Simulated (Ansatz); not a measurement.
Notes on a calculation: LaPd₃ (AuCu3-type structure)

**What was measured.** A cell as deposited of cubic LaPd3 (space group Pm-3m), temperature not stated, from the Crystallography Open Database (1982), has a = 4.228 Å and 18.89 Å³/atom.

Level of theory: DFT, PBEsol, scalar-relativistic, no spin polarisation; plane waves to 420 eV with PAW datasets (Ansatz 0.2.0), Γ-centred 8×8×8 mesh, 0.05 eV Gaussian smearing; PAW files: Ansatz's generated set soft_2.

The start was a prototype's sites filled with these elements; the Crystallography Open Database holds the compound in this structure.

Starting cell, 1 % over the database's volume:

```cif
data_structure
_symmetry_space_group_name_H-M 'P 1'
_symmetry_Int_Tables_number 1
_cell_length_a 4.2420
_cell_length_b 4.2420
_cell_length_c 4.2420
_cell_angle_alpha 90.000
_cell_angle_beta 90.000
_cell_angle_gamma 90.000
_cell_volume 76.34
loop_
_atom_site_label
_atom_site_type_symbol
_atom_site_fract_x
_atom_site_fract_y
_atom_site_fract_z
_atom_site_occupancy
La1 La 0.00000 0.00000 0.00000 1
Pd1 Pd 0.00000 0.50000 0.50000 1
Pd2 Pd 0.50000 0.50000 0.00000 1
Pd3 Pd 0.50000 0.00000 0.50000 1
```

The first steps of the search for zero pressure:

| run | level | k-mesh | kind | V (Å³/atom) | P (GPa) | gap on the mesh (eV) |
| --- | --- | --- | --- | --- | --- | --- |
| 1 | PBEsol | 8×8×8 | fixed cell | 19.08 | -7.3 | metal |

Task: At which volume does PBEsol reach zero pressure?

Result: 17.87 Å³/atom, about 6.4 % under the start.

The steps that followed:

| run | level | k-mesh | kind | V (Å³/atom) | P (GPa) | E − E(final) (meV/atom) | gap on the mesh (eV) |
| --- | --- | --- | --- | --- | --- | --- | --- |
| 2 | PBEsol | 8×8×8 | fixed cell | 18.16 | -2.0 | 1.8 | metal |
| 3 | PBEsol | 8×8×8 | fixed cell | 17.87 | 0.0 | 0.0 | metal |

The final structure (symmetry read at 0.01 Å). It takes space group Pm-3m (No. 221, cubic). Conventional cell: a = 4.150 Å, b = 4.150 Å, c = 4.150 Å, α = 90.00°, β = 90.00°, γ = 90.00°. La (site symmetry m-3m) has 12 Pd at 2.93 Å as nearest neighbours. Pd (site symmetry 4/mmm) is surrounded by 4 La at 2.93 Å and 8 Pd at 2.93 Å. (Shells end 15 % past the nearest neighbour.)

At the final geometry the gap, band path included, is zero (metallic). The equation of state gives B0 = 131 GPa and B0′ = 5.0. Against the elements' standard states, run alike and uncorrected, the formation energy is -0.79 eV/atom. The runs in the table took roughly 0.5 core-minutes.

**Reading the result.**

The calculation's cell holds 65 valence electrons, an odd number. Without magnetic order each band takes two, so one stays part-filled and the crystal must be a metal. (Only strong correlation, outside this picture, could make a Mott insulator of it.)

**Against experiment.** PBEsol gives 4.150 Å and 17.87 Å³/atom, −5.4 % in volume (−1.8 % in length) from the database's cell. That is a large miss for PBEsol, or the entry is off.

No spin–orbit coupling, a notable omission for heavy elements.
